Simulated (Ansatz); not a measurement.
Relaxed-ion elastic tensor of SiS$_{2}$ in space group Ibam (No. 72; S on 8j, Si on 4a) in GPa (Voigt order), PBE+D3(BJ) in the plane-wave PAW code Ansatz; density 2.14 g/cm³, 23.81 Å³ per atom.

```json
[
 {"": "1", "1": "15.5", "2": "11.7", "3": "-1.8", "4": "0.0", "5": "0.0", "6": "0.0"},
 {"": "2", "1": "11.7", "2": "14.2", "3": "3.2", "4": "0.0", "5": "0.0", "6": "0.0"},
 {"": "3", "1": "-1.8", "2": "3.2", "3": "132", "4": "0.0", "5": "0.0", "6": "0.0"},
 {"": "4", "1": "0.0", "2": "0.0", "3": "0.0", "4": "4.3", "5": "0.0", "6": "0.0"},
 {"": "5", "1": "0.0", "2": "0.0", "3": "0.0", "4": "0.0", "5": "0.7", "6": "0.0"},
 {"": "6", "1": "0.0", "2": "0.0", "3": "0.0", "4": "0.0", "5": "0.0", "6": "11.4"}
]
```

Problem. Is the crystal mechanically stable?

Solution. On the edge, within the error: the smallest eigenvalue of C is 0.7 GPa.

Problem. Work out the Voigt and Reuss bounds. Is their mean of use?

Solution. K_V = 20.9, K_R = 12.2; G_V = 13.2, G_R = 2.0 GPa. The bounds lie so far apart that a Hill average or a Debye temperature from it would say little.

The PBE+D3(BJ) relaxation kept the symmetry of its start; phonons on a q-mesh show no instability.

Potentials: the later of the program's two PAW sets.
